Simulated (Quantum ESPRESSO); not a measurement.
# Strain and stress in Hf2NbO5F3

These are calculations, not measurements. They come from pw.x of Quantum ESPRESSO 7.5, a plane-wave density functional program, with PseudoDojo standard norm-conserving files (v0.5 for PBE, v0.4.1 for LDA and PBEsol). The cells are made up: elements, strain and atom displacements were drawn at random, and nothing was relaxed. There is no spin polarisation, spin-orbit coupling or dispersion term.

The hafnium file is less sure than the others, with forces about 3 percent (worst 6) and pressure in oxides about 1.5 GPa (worst 2.7) from a second method in checks, which no rerun with the same files tests.

The cell has 12 sites of a fluorite lattice. Sites 1 to 4 hold Hf empty Nb Hf; sites 5 to 12 hold O F O O F O O F. Cell vectors in Å: (4.965, -0.060, -0.027); (-0.060, 4.931, 0.049); (-0.027, 0.049, 5.011). Settings: PBE, cutoff 1143 eV, 5 x 5 x 5 k mesh shifted by half a step, Fermi-Dirac smearing of 0.025 eV.

Each run adds the same linear strain along x, y and z to one cell, with the atoms carried along; the vectors above are those of run 2. Stress is positive in tension and P is minus a third of its trace. E is the free energy for each atom above the lowest run shown. The last column is band 45 less band 44 at Gamma, from a band step after each run.

```
run  strain (%)  s_xx (GPa)  s_yy (GPa)  s_zz (GPa)  s_xy (GPa)  P (GPa)  E (meV/atom)  level step at Gamma (eV)
  1       -1.27      -11.83      -10.41       -1.83       -4.48     8.02          6.22                     1.155
  2       -0.81       -8.51       -7.12        1.34       -4.23     4.76          0.00                     1.123
  4        1.19        3.67        5.04       12.89       -3.27    -7.20          6.50                     0.990
  5        1.50        5.27        6.63       14.39       -3.14    -8.77         11.92                     0.971
  6        1.96        7.51        8.85       16.49       -2.96   -10.95         21.88                     0.943
  7        2.46        9.79       11.12       18.62       -2.77   -13.17         35.37                     0.913
  3        0.82           ?           ?           ?           ?        ?             ?                         ?
```

A rerun of one of these cells at 1467 eV and k mesh 7 x 7 x 7 moved values by no more than 0.004 eV in the cell's energy, 0.04 GPa in stress and 0.002 eV/Å in force.

## Worked fit

A parabola through the six runs shown gives P = -0.45 - 6.15 e + 0.400 e² GPa, with e in per cent and a scatter of 0.03 GPa. A linear strain of 1 % changes the volume by about 3 %, so the bulk modulus of this cell with clamped atoms is about 205 ± 1 GPa at e = 0. The error is the larger of the fit's own and the change that a cubic makes, rounded up.

## Withheld run

Question: what P should run 3 give?

The fit gives -5.22 GPa. The calculation gave -5.23 GPa.

| run | strain (%) | s_xx (GPa) | s_yy (GPa) | s_zz (GPa) | s_xy (GPa) | P (GPa) | E (meV/atom) | level step at Gamma (eV) |
| --- | --- | --- | --- | --- | --- | --- | --- | --- |
| 3 | 0.82 | 1.66 | 3.04 | 11.00 | -3.43 | -5.23 | 1.52 | 1.014 |